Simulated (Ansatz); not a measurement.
SnAu:
```
CELL_PARAMETERS angstrom
      4.35864     0.00000     0.00000
     -2.17932     3.77469     0.00000
      0.00000     0.00000     5.60003
ATOMIC_POSITIONS crystal
  Sn 0.66667 0.33333 0.75000
  Sn 0.33333 0.66667 0.25000
  Au 0.00000 0.00000 0.50000
  Au 0.00000 0.00000 0.00000
```

Relaxed with r²SCAN. Special points in fractions of this cell's reciprocal vectors: Γ (0.000, 0.000, 0.000); M (0.500, 0.000, 0.000); K (0.333, 0.333, 0.000); A (0.000, 0.000, 0.500); L (0.500, 0.000, 0.500); H (0.333, 0.333, 0.500).

List the band energies nearest the Fermi level at these points for r²SCAN in the plane-wave PAW code Ansatz.

In eV from the Fermi level; about four levels below and three above (degenerate sets whole), none deeper than 8.9 eV; points with the same levels are listed once.

| k | below | above |
|---|---|---|
| Γ | -4.97 -4.97 -4.02 -4.02 -1.09 | 0.88 0.88 3.12 |
| M | -2.16 -1.92 -1.90 -1.22 | 0.66 3.88 4.91 |
| K | -4.06 -4.06 -1.34 -0.24 -0.24 | 1.04 1.04 1.43 |
| A | -5.06 -5.06 -5.06 -5.06 | 0.09 0.09 2.59 2.59 2.59 2.59 |
| L | -4.67 -4.67 -4.07 -4.07 | 0.55 0.55 1.73 1.73 |
| H | -3.44 -3.44 -2.36 -2.36 | 5.08 5.08 6.09 6.09 |

Space group P6_3/mmc (NiAs type). The workflow started from a Materials Project entry (that database holds measured and hypothetical structures alike); the Crystallography Open Database files this formula in space group No. 194, but the cells were not matched. Whether it is the stable phase at ambient conditions was not checked. The cell was relaxed with r²SCAN under the symmetry of its start; of distortions, only those at the zone centre were tested. Spin–orbit coupling is left out wherever it is not named.

Potentials: the later of the program's two PAW sets.
